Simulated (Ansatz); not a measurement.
## What DFT gives for La2SiS4

```yaml
crystal:
  lattice:
    - [6.43800, 0.00000, 0.00000]
    - [0.00000, 6.51535, 0.00000]
    - [-2.56790, 0.00000, 7.70278]
  atoms:
    - { symbol: La, position: [0.78518, 0.25000, 0.45238] }
    - { symbol: La, position: [0.21482, 0.75000, 0.54762] }
    - { symbol: S, position: [0.00530, 0.00000, 0.23610] }
    - { symbol: S, position: [0.99470, 0.50000, 0.76390] }
    - { symbol: S, position: [0.99470, 0.00000, 0.76390] }
    - { symbol: S, position: [0.00530, 0.50000, 0.23610] }
    - { symbol: S, position: [0.41660, 0.25000, 0.13530] }
    - { symbol: S, position: [0.58340, 0.75000, 0.86470] }
    - { symbol: La, position: [0.72205, 0.25000, 0.92783] }
    - { symbol: La, position: [0.27795, 0.75000, 0.07217] }
    - { symbol: S, position: [0.38530, 0.25000, 0.56250] }
    - { symbol: S, position: [0.61470, 0.75000, 0.43750] }
    - { symbol: Si, position: [0.21870, 0.25000, 0.29640] }
    - { symbol: Si, position: [0.78130, 0.75000, 0.70360] }
```

Level: r2SCAN, no spin polarisation; 500 eV; 5×5×4 Γ-centred mesh; fermi-dirac occupations (width 0.0485 eV); Ansatz 0.2.0, fixed geometry.

Task: What does the stress say?

Result: The pressure is 1.7 GPa (compression positive), so with the atoms held at these fractions the cell would first expand; the forces are large, so a full relaxation may end otherwise. The principal stresses 0.7, 0.8, 3.7 GPa differ, so its shape would change too.

Task: Is it stable against the elements?

Result: -1.57 eV an atom against the elements' usual phases (free molecules for gases, crystals otherwise, with no correction for O₂ or N₂), so it is bound against them; other compounds may still compete. Relaxing would lower it.

Task: Where is the largest force?

Result: The largest is on S11 (and as large on other atoms): 0.87 eV/Å, components (-0.02, 0.00, 0.87). It makes 168° with the line to a nearest neighbour, Si13 at 2.09 Å, pointing away from it.

Task: Metal or insulator?

Result: It is a metal, with about 10 states/eV a cell as the mean within 0.25 eV of the Fermi level, mostly La d (52 %) and La f (18 %).

Origin: a known structure type with other elements, at an estimated volume, so it need not be a known compound. Caveats: many states at the Fermi level without spin polarisation, so a magnetic state may lie lower; f levels without a U or exact exchange are poorly placed.
